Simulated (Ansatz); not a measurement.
The start is a relaxed Ni cell, doubled along one cell vector, shaken by Gaussian noise of σ = 0.08 Å a coordinate. Cell shape, volume and atoms are optimised at zero target pressure with r2SCAN (plane waves to 500 eV, PAW, scalar-relativistic; Ansatz, a first-principles code). The first steps use a coarse 16×8×16 k-mesh.

Input geometry:
```yaml
crystal:
  lattice:
    - [0.00000, 1.73987, 1.73987]
    - [3.47974, 0.00000, 3.47974]
    - [1.73987, 1.73987, 0.00000]
  atoms:
    - { symbol: Ni, position: [0.00128, 0.99504, 0.00537] }
    - { symbol: Ni, position: [0.01220, 0.47753, 0.06515] }
```
Spin-polarised start, with parallel moments on Ni.

Q: Which atoms feel the largest initial force, and how large is it?

A: 0.79 eV/Å, on Ni1, Ni2 (atoms numbered as listed).

Q: By how much does the energy per atom fall from start to end?

A: 0.02 eV/atom.

Q: Does it find its way back to the structure it was made from?

A: It returns to the parent structure, Fm-3m (No. 225).

Q: How do the shortest distances between atoms change?

A: The closest pairs of elements (up to four, under 3.6 Å), start → end: Ni–Ni 2.35 → 2.46 Å.

Q: What band gap does the relaxed structure have at this level?

A: Zero (metallic).

Q: What magnetic moments remain?

A: Net 0.74 μB/atom, ferromagnetic.

Final values are on a 23×23×23 k-mesh of the relaxed cell. Spin state reached: ferromagnetic (net 0.74 μB/atom), from parallel starting moments; other spin orders were not run from this start. r2SCAN tends to overstate moments in metals.

The run could not lose the symmetry of its start.
